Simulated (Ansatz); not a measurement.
**Vibrational response of InRh at 3 GPa**

Theory: DFT LDA, scalar-relativistic, plane waves, PAW in Ansatz. Cutoff 420 eV, 14×14×14 k-points (Γ-centred), Fermi-Dirac smearing of 0.15 eV. No spin polarisation. Phonons by linear response, acoustic sum rule imposed.

The cell, relaxed at 3 GPa:
```yaml
crystal:
  lattice:
    - [3.14555, 0.00000, 0.00000]
    - [0.00000, 3.14555, 0.00000]
    - [0.00000, 0.00000, 3.14555]
  atoms:
    - { symbol: In, position: [0.50000, 0.50000, 0.50000] }
    - { symbol: Rh, position: [0.00000, 0.00000, 0.00000] }
```

In a metal, frequencies and elastic constants depend on the k mesh and the smearing, soft modes and shear constants most.

(1) Is this structure stable against zone-centre distortions?

(2) List the optical modes at Γ (i marks imaginary ones).

## Answers

(1) Yes, at Γ: no optical mode is imaginary. Strains and other wave vectors aren't tested by this run.

(2)
```json
{"frequency (THz)": "5.72", "degeneracy": "3"}
```

Cost: 1 run of about 0.72 core-minutes, on Arm Neoverse V2 (shared hosts).